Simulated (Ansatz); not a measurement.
BaF$_{2}$ (fluorite)

```xyz
3
Lattice="0.0000 3.1231 3.1231 3.1231 0.0000 3.1231 3.1231 3.1231 0.0000" Properties=species:S:1:pos:R:3 pbc="T T T"
Ba     0.0000     0.0000     0.0000
F      1.5616     1.5616     1.5616
F      4.6847     4.6847     4.6847
```

The slice is a {100} plane (indices of the conventional cell) through the point (0.750, 0.750, 0.750) (fractional), spanned by u = [100] and v = [0 1 -1] in vectors of this cell: u (4.42 Å) and v (4.42 Å, at 90° to u). It covers one period; positions are fractions (u, v).

These are PBE (plane waves to 420 eV, PAW, scalar-relativistic; Ansatz, a first-principles code) values and carry that method's errors. k mesh 9×9×9. Near the nuclei the fields are pseudised (PAW); where an atom keeps semicore shells as valence, they peak there. BaF2 was relaxed with its symmetry unable to fall.

Question: Sketch the electrostatic potential energy of an electron, from the cell's mean on this plane as a map.

Answer: 
```
|xxxxxxx%*+-:.   .:-+*%xxxxxx|
|xxxxxxx%#*=-.....-=*#%xxxxxx|
|xxxxxx@%#*+--:::--+*#%@xxxxx|
|xxxxx@@@%#*+==-==+*#%@@@xxxx|
|xxxx@@@@%##**++++*##%@@@@xxx|
|xxx@@@@@%%%#######%%%@@@@@xx|
|%%%%@@@@@@@%%%%%%%@@@@@@@%%%|
|####%%%@@@@@xxxxx@@@@@%%%###|
|++**##%@@@@xxxxxxx@@@@%##*++|
|-==+*#%@@@xxxxxxxxx@@@%#*+==|
|::--+*#%@xxxxxxxxxxx@%#*+--:|
|...-=*#%xxxxxxxxxxxxx%#*=-..|
|  .:-+*%xxxxxxxxxxxxx%*+-:. |
|  .:-+*%xxxxxxxxxxxxx%*+-:. |
|  .:-+*%xxxxxxxxxxxxx%*+-:. |
|...-=*#%xxxxxxxxxxxxx%#*=-..|
|::--+*#%@xxxxxxxxxxx@%#*+--:|
|-==+*#%@@@xxxxxxxxx@@@%#*+==|
|++**##%@@@@xxxxxxx@@@@%##*++|
|####%%%@@@@@xxxxx@@@@@%%%###|
|%%%%@@@@@@@%%%%%%%@@@@@@@%%%|
|xxx@@@@@%%%#######%%%@@@@@xx|
|xxxx@@@@%##**++++*##%@@@@xxx|
|xxxxx@@@%#*+==-==+*#%@@@xxxx|
|xxxxxx@%#*+--:::--+*#%@xxxxx|
|xxxxxxx%#*=-.....-=*#%xxxxxx|
|xxxxxxx%*+-:.   .:-+*%xxxxxx|
|xxxxxxx%*+-:.   .:-+*%xxxxxx|
```
Scale: ten equal steps from 2.06 (start of ' ') to 6.45 (end of '@'), in the order ' .:-=+*#%@'. Values: electrostatic potential energy of an electron, from the cell's mean, in eV. The map has 28 points along u (one character each, u = 0 at the left) and 28 along v (v = 0 in the bottom row). Points within 1 Å of a nucleus are blanked (x), as the pseudised field means little there. The zero, the cell's mean, hangs on the PAW cores.
